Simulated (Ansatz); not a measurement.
Here is the system:

H:
```yaml
crystal:
  lattice:
    - [2.37683, -2.29595, 0.00000]
    - [2.37683, 2.29595, 0.00000]
    - [0.00000, 0.00000, 4.65544]
  atoms:
    - { symbol: H, position: [0.94195, 0.05805, 0.05551] }
    - { symbol: H, position: [0.05805, 0.94195, 0.94449] }
    - { symbol: H, position: [0.55805, 0.44195, 0.55551] }
    - { symbol: H, position: [0.44195, 0.55805, 0.44449] }
```

This is the r²SCAN+D4-relaxed structure. x, y and z are the axes in which the lattice vectors are written.

All from plane-wave PAW r²SCAN+D4 (Ansatz code), unless another level is named. Predict the smallest direct gap on the standard path.

10.66 eV.

Next, the band gap?

10.17 eV (indirect).

Next, the conduction-band minimum?

at R (k = 0.000, 0.500, 0.500) (2 equivalent valleys).

And the valence-band maximum?

on the Γ–Y line, 65 % of the way from Γ (k = 0.323, 0.323, 0.000).

Space group Cmce. The workflow started from a Materials Project entry (that database holds measured and hypothetical structures alike); the Crystallography Open Database copy checked does not list it. It is not the usual solid phase (space group No. 194). Symmetry was held in the r²SCAN+D4 relaxation; its stability against distortions is not shown here. The substance is a gas or liquid at ambient conditions.

Potentials: the earlier of the program's two PAW sets.
